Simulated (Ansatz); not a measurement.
**Zone-centre phonons of ScGa₃: input and output**

Method: DFT LDA, scalar-relativistic, plane waves, PAW in Ansatz 0.2.0.

Launched with:
```bash
ansatz run input.yaml --threads 1 --pin off --max-ram 3072MiB --backend cpu --events-out ev --progress --plain --runs-dir out
```

Input (bare energies are in eV):
```yaml
crystal:
  lattice:
    - [3.9990820167, 0.0, 0.0]
    - [0.0, 3.9990820167, 0.0]
    - [0.0, 0.0, 3.9990820167]
  atoms:
    - { symbol: Sc, position: [0.0, 0.0, 0.0] }
    - { symbol: Ga, position: [0.0, 0.5, 0.5] }
    - { symbol: Ga, position: [0.5, 0.0, 0.5] }
    - { symbol: Ga, position: [0.5, 0.5, 0.0] }
basis:
  ecutwfc: 420
kpoints:
  mp_grid: { grid: [10, 10, 10] }
hamiltonian:
  xc: lda
scf:
  occupations: { method: fermi_dirac, width: 0.15 }
output:
  eigenvalues: true
phonons:
  method: dfpt
  eigenvectors: true
```

The end of the output:
```
--- Phonons (Γ-DFPT): 3 representative perturbations + reference, on 216 of 1000 k-points (Σ response iterations 9) ---
  k mesh reduced under 8 symmetry operations, with k and −k counted as one. Each operation leaves every solved displacement unchanged or reverses it
  ASR residual: 1.729e-3 → 0.000e0 eV/Å²; symmetrization residual: 7.817e-6 eV/Å²
  ASR residual per site (eV/Å²): 1.73e-3 4.27e-5 4.27e-5 4.27e-5
  Γ frequencies (cm⁻¹): 0.00 0.00 0.00 136.20 136.20 136.20 136.98 136.98 136.98 263.29 263.29 263.29
  non-analytic LO–TO correction: not included (Born effective charges unavailable; polar crystals: no LO–TO splitting at Γ)
```

Time: 2.4 min on 1 thread of Intel(R) Xeon(R) Platinum 8488C (Sapphire Rapids), on a shared host, peak memory 1.7 GiB.

In a metal, frequencies and elastic constants depend on the k mesh and the smearing, soft modes and shear constants most.